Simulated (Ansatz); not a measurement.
# K2NaAsF6: nudged elastic band, switching between two relaxed distorted structures

Level of theory: DFT PBEsol, scalar-relativistic, plane waves, PAW (Ansatz 0.2.0). The runs took a 420 eV cutoff, a Γ-centred 6×6×6 mesh and Gaussian smearing (0.05 eV). No spin polarisation.

5 inner image(s), climbing default, force tolerance 0.05 eV/Å, at most 60 iterations, fixed cell.

It took 9.6 min on 2 threads of Arm Neoverse V2 (shared host), peak memory 2.8 GiB.

Command:
```bash
ansatz run input.yaml --threads 2 --pin off --max-ram 5120MiB --backend cpu --events-out ev --progress --plain --runs-dir out
```

Input:
```yaml
crystal:
  lattice:
    - [0.0, 4.2682902665, 4.2682902665]
    - [4.2682902665, 0.0, 4.2682902665]
    - [4.2682902665, 4.2682902665, 0.0]
  atoms:
    - { symbol: K, position: [0.25, 0.25, 0.25] }
    - { symbol: K, position: [0.75, 0.75, 0.75] }
    - { symbol: Na, position: [0.5, 0.5, 0.5] }
    - { symbol: As, position: [0.0, 0.0, 0.0] }
    - { symbol: F, position: [0.2392131745, 0.2392131745, 0.7607868255] }
    - { symbol: F, position: [0.285615197, 0.714384803, 0.8138734407] }
    - { symbol: F, position: [0.7607868255, 0.7607868255, 0.2392131745] }
    - { symbol: F, position: [0.1861265593, 0.8138734407, 0.285615197] }
    - { symbol: F, position: [0.8138734407, 0.1861265593, 0.714384803] }
    - { symbol: F, position: [0.714384803, 0.285615197, 0.1861265593] }
basis:
  ecutwfc: 420
kpoints:
  mp_grid: { grid: [6, 6, 6] }
hamiltonian:
  xc: pbesol
scf:
  occupations: { method: gaussian, width: 0.05 }
output:
  forces: true
neb:
  images: 5
  f_tol: 0.05
  max_iterations: 60
  order_check: false
  final_atoms:
    - { symbol: K, position: [0.25, 0.25, 0.25] }
    - { symbol: K, position: [0.75, 0.75, 0.75] }
    - { symbol: Na, position: [0.5, 0.5, 0.5] }
    - { symbol: As, position: [0.0, 0.0, 0.0] }
    - { symbol: F, position: [0.2392131729, 0.2392131729, 0.7607868271] }
    - { symbol: F, position: [0.1861265458, 0.8138734542, 0.7143847929] }
    - { symbol: F, position: [0.7607868271, 0.7607868271, 0.2392131729] }
    - { symbol: F, position: [0.2856152071, 0.7143847929, 0.1861265458] }
    - { symbol: F, position: [0.7143847929, 0.2856152071, 0.8138734542] }
    - { symbol: F, position: [0.8138734542, 0.1861265458, 0.2856152071] }
```

Output (its end):
```
...
      2    0.5676      0.056243                          3.718e-2
  *   3    0.8518      0.071765                          4.112e-2
      4    1.1359      0.056243                          3.718e-2
      5    1.4199      0.021501                          2.485e-2
      6    1.7036      0.000000                                 —
  climbing-image geometry (image 3):
  cell:  # Å, volume = 155.5220 Å³
    - [0.0, 4.2682902665, 4.2682902665]
    - [4.2682902665, 0.0, 4.2682902665]
    - [4.2682902665, 4.2682902665, 0.0]
  atoms:
    - { symbol: K, position: [0.250000040682234, 0.24999998577065463, 0.25000000718067233] }
    - { symbol: K, position: [0.7499999990910591, 0.7500000089477274, 0.749999988208166] }
    - { symbol: Na, position: [0.4999999925556267, 0.5000000018979129, 0.5000000012053842] }
    - { symbol: As, position: [4.236845079135026e-9, 2.367190474220726e-9, -3.8253350487543855e-9] }
    - { symbol: F, position: [0.2398867215882602, 0.2398867453564718, 0.760113269979956] }
    - { symbol: F, position: [0.23910940159644856, 0.7608905784772125, 0.760890582885684] }
    - { symbol: F, position: [0.7601132679740021, 0.7601132595684281, 0.2398867292411141] }
    - { symbol: F, position: [0.23910940987705248, 0.7608905773327401, 0.23910942854113465] }
    - { symbol: F, position: [0.7608905804823629, 0.23910941807375002, 0.7608905806422654] }
    - { symbol: F, position: [0.7608905819161094, 0.23910942220791193, 0.23910941594095847] }
```

The calculation finished and met its thresholds.

Final band:

```tsv
image	s (Å)	ΔE (eV)
0	0.000	0.000
1	0.284	0.022
2	0.568	0.056
3	0.852	0.072
4	1.136	0.056
5	1.420	0.022
6	1.704	0.000
```

Highest image over the start 0.072 eV, over the end 0.072 eV. The order of the saddle wasn't checked, and a path that keeps a symmetry can read too high.

By iteration:

| iteration | largest band force component (eV/Å) | highest image (eV) |
| --- | --- | --- |
| 1 | 0.446 | 0.098 |
| 2 | 0.172 | 0.076 |
| 3 | 0.041 | 0.072 |

Images of the last band (Å, true forces in eV/Å):

```xyz
10
Lattice="0.000 4.268 4.268 4.268 0.000 4.268 4.268 4.268 0.000" Properties=species:S:1:pos:R:3:forces:R:3 pbc="T T T" image=0 dE_eV=0.0000
K     2.134    2.134    2.134    0.000    0.000    0.000
K     6.402    6.402    6.402    0.000    0.000    0.000
Na    4.268    4.268    4.268    0.000    0.000    0.000
As    0.000    0.000    0.000    0.000    0.000    0.000
F     4.268    4.268    2.042    0.000    0.000    0.000
F     6.523    4.693    4.268    0.000    0.000    0.000
F     4.268    4.268    6.495    0.000    0.000    0.000
F     4.693    2.014    4.268    0.000    0.000    0.000
F     3.844    6.523    4.268    0.000    0.000    0.000
F     2.014    3.844    4.268    0.000    0.000    0.000
10
Lattice="0.000 4.268 4.268 4.268 0.000 4.268 4.268 4.268 0.000" Properties=species:S:1:pos:R:3:forces:R:3 pbc="T T T" image=1 dE_eV=0.0215
K     2.134    2.134    2.134    0.000    0.000    0.000
K     6.402    6.402    6.402    0.000    0.000    0.000
Na    4.268    4.268    4.268    0.000    0.000    0.000
As    0.000    0.000    0.000    0.000    0.000    0.000
F     4.268    4.268    2.045    0.000    0.000   -0.026
F     6.507    4.552    4.268   -0.003    0.062    0.000
F     4.268    4.268    6.492    0.000    0.000    0.026
F     4.552    2.030    4.268    0.062    0.003    0.000
F     3.985    6.507    4.268   -0.062   -0.003    0.000
F     2.030    3.985    4.268    0.003   -0.062    0.000
10
Lattice="0.000 4.268 4.268 4.268 0.000 4.268 4.268 4.268 0.000" Properties=species:S:1:pos:R:3:forces:R:3 pbc="T T T" image=2 dE_eV=0.0562
K     2.134    2.134    2.134    0.000    0.000    0.000
K     6.402    6.402    6.402    0.000    0.000    0.000
Na    4.268    4.268    4.268    0.000    0.000    0.000
As    0.000    0.000    0.000    0.000    0.000    0.000
F     4.268    4.268    2.047    0.000    0.000   -0.037
F     6.498    4.410    4.268   -0.012    0.051    0.000
F     4.268    4.268    6.490    0.000    0.000    0.037
F     4.410    2.038    4.268    0.051    0.012    0.000
F     4.126    6.498    4.268   -0.051   -0.012    0.000
F     2.038    4.126    4.268    0.012   -0.051    0.000
10
Lattice="0.000 4.268 4.268 4.268 0.000 4.268 4.268 4.268 0.000" Properties=species:S:1:pos:R:3:forces:R:3 pbc="T T T" image=3 dE_eV=0.0718
K     2.134    2.134    2.134    0.000    0.000    0.000
K     6.402    6.402    6.402    0.000    0.000    0.000
Na    4.268    4.268    4.268    0.000    0.000    0.000
As    0.000    0.000    0.000    0.000    0.000    0.000
F     4.268    4.268    2.048    0.000    0.000   -0.041
F     6.495    4.268    4.268   -0.015    0.000    0.000
F     4.268    4.268    6.489    0.000    0.000    0.041
F     4.268    2.041    4.268    0.000    0.015    0.000
F     4.268    6.495    4.268    0.000   -0.015    0.000
F     2.041    4.268    4.268    0.015    0.000    0.000
10
Lattice="0.000 4.268 4.268 4.268 0.000 4.268 4.268 4.268 0.000" Properties=species:S:1:pos:R:3:forces:R:3 pbc="T T T" image=4 dE_eV=0.0562
K     2.134    2.134    2.134    0.000    0.000    0.000
K     6.402    6.402    6.402    0.000    0.000    0.000
Na    4.268    4.268    4.268    0.000    0.000    0.000
As    0.000    0.000    0.000    0.000    0.000    0.000
F     4.268    4.268    2.047    0.000    0.000   -0.037
F     6.498    4.126    4.268   -0.012   -0.051    0.000
F     4.268    4.268    6.490    0.000    0.000    0.037
F     4.126    2.038    4.268   -0.051    0.012    0.000
F     4.410    6.498    4.268    0.051   -0.012    0.000
F     2.038    4.410    4.268    0.012    0.051    0.000
10
Lattice="0.000 4.268 4.268 4.268 0.000 4.268 4.268 4.268 0.000" Properties=species:S:1:pos:R:3:forces:R:3 pbc="T T T" image=5 dE_eV=0.0215
K     2.134    2.134    2.134    0.000    0.000    0.000
K     6.402    6.402    6.402    0.000    0.000    0.000
Na    4.268    4.268    4.268    0.000    0.000    0.000
As    0.000    0.000    0.000    0.000    0.000    0.000
F     4.268    4.268    2.045    0.000    0.000   -0.026
F     6.507    3.985    4.268   -0.003   -0.062    0.000
F     4.268    4.268    6.492    0.000    0.000    0.026
F     3.985    2.030    4.268   -0.062    0.003    0.000
F     4.552    6.507    4.268    0.062   -0.003    0.000
F     2.030    4.552    4.268    0.003    0.062    0.000
10
Lattice="0.000 4.268 4.268 4.268 0.000 4.268 4.268 4.268 0.000" Properties=species:S:1:pos:R:3:forces:R:3 pbc="T T T" image=6 dE_eV=0.0000
K     2.134    2.134    2.134    0.000    0.000    0.000
K     6.402    6.402    6.402    0.000    0.000    0.000
Na    4.268    4.268    4.268    0.000    0.000    0.000
As    0.000    0.000    0.000    0.000    0.000    0.000
F     4.268    4.268    2.042    0.000    0.000    0.000
F     6.523    3.844    4.268    0.000    0.000    0.000
F     4.268    4.268    6.495    0.000    0.000    0.000
F     3.844    2.014    4.268    0.000    0.000    0.000
F     4.693    6.523    4.268    0.000    0.000    0.000
F     2.014    4.693    4.268    0.000    0.000    0.000
```